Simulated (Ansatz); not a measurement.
A geometry of Os away from equilibrium: the start of the relaxation of a relaxed Os cell displaced along its unstable phonon at q = (0, 0, ½) of its primitive reciprocal cell (85i cm⁻¹), largest move 0.15 Å. All values below come from r2SCAN (plane waves to 500 eV, PAW, scalar-relativistic; Ansatz, an electronic-structure program). Γ-centred k-mesh 9×9×6 on the run's cell (coarser than for final values), Fermi–Dirac smearing 0.05 eV.

```xyz
6
Lattice="4.2935 0.0000 0.0000 -2.1468 3.7183 0.0000 0.0000 0.0000 5.4126" Properties=species:S:1:pos:R:3:forces:R:3 pbc="T T T" free_energy=-68383.295 pressure_GPa=4.3
Os     0.0000     0.0000    -0.1500    0.0000    0.0000    3.1706
Os     0.0000     0.0000     2.8563    0.0000    0.0000   -3.1706
Os     0.0000     2.4789     1.3532    0.0000    0.0000    0.0000
Os     0.0000     2.4789     4.0595    0.0000    0.0000    0.0000
Os     2.1468     1.2394     1.3532    0.0000    0.0000    0.0000
Os     2.1468     1.2394     4.0595    0.0000    0.0000    0.0000
```

Positions in Å, forces in eV/Å, free energy of the cell in eV (comparable only within this code, potentials and settings). Largest force: 3.17 eV/Å, on Os1, Os2 (atoms numbered as listed); the geometry lies 0.05 eV/atom above the end of its relaxation.

No spin polarisation in the result.

The run could not lose the symmetry of its start, so the end can be a saddle point.

The end of the path is a generated cell of Os: the first start was made by placing the elements on the sites of a structure type, and the end was not matched to a known phase here, so it may be hypothetical. Known forms of Os include space group No. 194.
